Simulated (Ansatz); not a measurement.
With PBEsol in the plane-wave PAW code Ansatz, CoW in the orthorhombic phase (Cmcm; W on 4c, Co on 4c) relaxes to a = 2.656 Å, b = 9.539 Å, c = 4.038 Å. Against the elements it lies at 0.068 eV/atom, with no fitted shifts.

Electronic character: metallic (no gap). The magnetic state found is non-magnetic (starting moments vanished).

An equation-of-state fit gives a bulk modulus of 3050 kbar.

The start of the workflow was typed in or built on a structure type; neither database checked (COD, Materials Project) lists it. Whether it is the stable phase at ambient conditions was not checked. The cell was relaxed with PBEsol under the symmetry of its start; whether a distortion lowers the energy is not shown. The workflow began spin-polarised and lost its moments. Axis ratios of metals converge slowly with the k-mesh, so a and c are less sure than the volume. The references are the lowest solids computed at this level, not always the standard phases. Scalar-relativistic: spin–orbit coupling is off unless named, which matters more the heavier the elements.

Potentials: the later of the program's two PAW sets.
